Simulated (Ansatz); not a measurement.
**Computed properties of LaAs**

```yaml
crystal:
  lattice:
    - [0.00000, 3.06250, 3.06250]
    - [3.06250, 0.00000, 3.06250]
    - [3.06250, 3.06250, 0.00000]
  atoms:
    - { symbol: La, position: [0.00000, 0.00000, 0.00000] }
    - { symbol: As, position: [0.50000, 0.50000, 0.50000] }
```

Atom numbers follow the list: La1, As2.

The cell is COD entry 9008656, as deposited and not checked against the literature; nothing was relaxed.

No spin–orbit coupling, which matters for the heavy atoms here.

All numbers are computed: DFT, PBEsol, all-electron LAPW, scalar-relativistic (Ansatz 0.2.0); DFT, PBEsol, PAW with Ansatz's default frozen-core files, scalar-relativistic (Ansatz 0.2.0).

For LAPW: a Γ-centred 12×12×12 k mesh, Fermi–Dirac smearing of 0.05 eV, basis error target 1 meV/atom, no spin polarisation. PAW takes a cutoff of 420 eV at this cell (files made with PBE, cores remade for this functional). The Ansatz runs share mesh, smearing and spin set-up. Values come from LAPW unless marked.

| Quantity | Value |
| --- | --- |
| Pressure at this cell | -4.9 kbar |
| Bader charges (from the PAW run) | La1 +1.53, As2 -1.53 e |
| Volume per atom | 28.72 Å³ |

(1) Give the computed value. Density of states at the Fermi level (0.2 eV bin).

(2) Give the computed value. Band gap.

(3) Give the computed value. Löwdin charges (with 0.02 e of the cell spilling out of the atomic basis, so their sizes and signs hang on that basis).

## Answers

(1) 0.10 states/eV per cell.

(2) None at this level of theory (metallic, semimetallic, or a small gap that the functional closes).

(3) La1 0.43, As2 -0.40 e.
